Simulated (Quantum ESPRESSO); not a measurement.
## Band energies of AgBr at -3 % isotropic strain

```
AgBr
1.0
    3.89278     0.00000     0.04341
    0.00000     3.89394     0.00000
   -0.04870     0.00000     5.50127
Br Ag
2 2
Direct
  0.25073   0.25000   0.75020
  0.74927   0.75000   0.24980
  0.75088   0.75000   0.74965
  0.24912   0.25000   0.25035
```

PBEsol (Quantum ESPRESSO, PseudoDojo norm-conserving, 82 Ry, scalar-relativistic); path ΓYHCEM1AXH1,MDZ,YD; energies in eV from the valence-band maximum.

| k (1/Å) | point | band 22 | band 23 | band 24 | band 25 | band 26 | band 27 | band 28 | band 29 |
|---|---|---|---|---|---|---|---|---|---|
| 0.00 | Γ | -2.88 | -2.67 | -2.44 | -2.43 | -2.42 | 0.51 | 1.17 | 6.68 |
| 0.46 |  | -2.39 | -2.25 | -2.25 | -2.04 | -2.02 | 2.89 | 3.17 | 6.94 |
| 0.57 | Y | -2.29 | -2.29 | -2.29 | -2.00 | -1.99 | 3.42 | 3.42 | 6.55 |
| 1.03 |  | -2.68 | -0.89 | -0.88 | -0.50 | -0.49 | 3.82 | 3.84 | 5.63 |
| 1.38 | H | -2.60 | -0.01 | -0.01 | 0.00 | 0.00 | 3.15 | 3.16 | 6.35 |
| 1.38 | C | -2.60 | -0.01 | -0.01 | 0.00 | 0.00 | 3.15 | 3.16 | 6.35 |
| 1.49 |  | -2.61 | -0.21 | -0.21 | -0.07 | -0.07 | 3.38 | 3.39 | 5.93 |
| 2.07 |  | -2.75 | -2.55 | -2.55 | -1.84 | -1.84 | 3.94 | 3.95 | 6.55 |
| 2.18 | E | -2.80 | -2.79 | -2.79 | -1.99 | -1.99 | 3.90 | 3.90 | 7.03 |
| 2.18 | M1 | -2.80 | -2.79 | -2.79 | -1.99 | -1.99 | 3.90 | 3.90 | 7.03 |
| 2.41 |  | -2.83 | -2.81 | -2.81 | -2.14 | -2.14 | 2.60 | 2.60 | 6.90 |
| 2.75 | A | -2.88 | -2.88 | -2.88 | -2.67 | -2.67 | 1.17 | 1.17 | 6.68 |
| 2.98 |  | -2.75 | -2.71 | -2.71 | -2.28 | -2.28 | 1.72 | 1.72 | 6.76 |
| 3.56 | X | -2.45 | -2.31 | -2.29 | -0.15 | -0.15 | 4.71 | 4.71 | 5.43 |
| 4.13 | H1 | -2.60 | -0.01 | -0.01 | 0.00 | 0.00 | 3.15 | 3.16 | 6.35 |
| 4.13 | M | -2.80 | -2.79 | -2.79 | -1.99 | -1.99 | 3.90 | 3.90 | 7.03 |
| 4.43 |  | -2.70 | -1.92 | -1.92 | -1.21 | -1.21 | 4.24 | 4.24 | 5.48 |
| 4.93 | D | -2.61 | -0.01 | -0.01 | 0.00 | 0.00 | 3.16 | 3.16 | 6.35 |
| 5.41 |  | -2.58 | -2.02 | -2.02 | -0.14 | -0.14 | 4.62 | 4.62 | 5.42 |
| 5.51 | Z | -2.45 | -2.30 | -2.30 | -0.15 | -0.15 | 4.71 | 4.71 | 5.43 |
| 5.51 | Y | -2.29 | -2.29 | -2.29 | -2.00 | -1.99 | 3.42 | 3.42 | 6.55 |
| 5.81 |  | -2.68 | -1.54 | -1.54 | -0.97 | -0.96 | 3.85 | 3.85 | 5.77 |
| 6.31 | D | -2.61 | -0.01 | -0.01 | 0.00 | 0.00 | 3.16 | 3.16 | 6.35 |

The PBEsol gap is indirect, 0.51 eV, from C to Γ; the smallest direct gap is 2.94 eV.

Spin-orbit splittings are left out.

Geometry strained from the cell relaxed with PBEsol, atoms relaxed again.

This is not the ordinary phase of the substance; no match was found in the copy of COD used, and its stability was not checked.
